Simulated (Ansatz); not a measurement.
A generator proposed this cell of Zr₃ZnN₂.

```
Zr Zn N
1.0
     5.01506    0.00000    0.00000
    -2.50753    4.34317    0.00000
     0.00000    0.00000    4.19646
Zr Zn N
3 1 2
Direct
  0.50000 0.50000 0.50000
  0.50000 0.00000 0.50000
  0.00000 0.50000 0.50000
  0.00000 0.00000 0.00000
  0.66667 0.33333 0.00000
  0.33333 0.66667 0.00000
```

Method: DFT PBE, scalar-relativistic, plane waves, PAW (Ansatz 0.2.0). Cutoff 420 eV; k points 6×6×4 on the computed 6-atom cell (Γ-centred); Gaussian smearing, width 0.10 eV; no spin polarisation.

Formation energies are uncorrected and refer to the elements' standard structures at the same level (N₂ as a molecule).

Question: What does a single point on this coarse mesh give?

Answer: The pressure is 4.9 GPa (the mean over three directions, positive in compression), the largest force is 0.00 eV/Å (symmetry fixes the atoms), and the energy is +0.72 eV/atom against the elements. The shortest distance is 2.51 Å.

Question: How much does it gain on relaxing, and where does it end?

Answer: Relaxing gains about 1.5 eV/atom (the start's value is from the coarse mesh, so the gain is rough) in 21 ionic steps and ends at −0.80 eV/atom on the finer mesh. The symmetry stays P6/mmm (No. 191). The volume per atom grows by 2.6 %, from 15.2 to 15.6 Å³. The shortest distance goes from 2.51 Å (Zr–Zr) to 2.30 Å (Zr–N). The ratio c/a of the conventional cell changes by a factor of 0.61. Conventional cell: a = 5.967 Å, c = 3.040 Å. Around Zr lie 4 N at 2.30 Å, 6 Zr at 2.98–3.04 Å and 4 Zn at 3.35 Å; Zn is surrounded by 2 Zn at 3.04 Å, 12 Zr at 3.35 Å and 6 N at 3.44 Å; around N lie 6 Zr at 2.30 Å, 2 N at 3.04 Å, 3 N at 3.44 Å and 3 Zn at 3.44 Å.

The last run used a 6×6×12 mesh (in the run's order of axes) for its 6-atom cell and Gaussian smearing of 0.10 eV. The relaxation can't lower the symmetry of the start. A structure relaxed within its symmetry needn't be a true minimum. Another cell of Zr3ZnN2 relaxed alike, in P6/mmm, lies 44 meV/atom lower, so this cell isn't the stable form at this level.
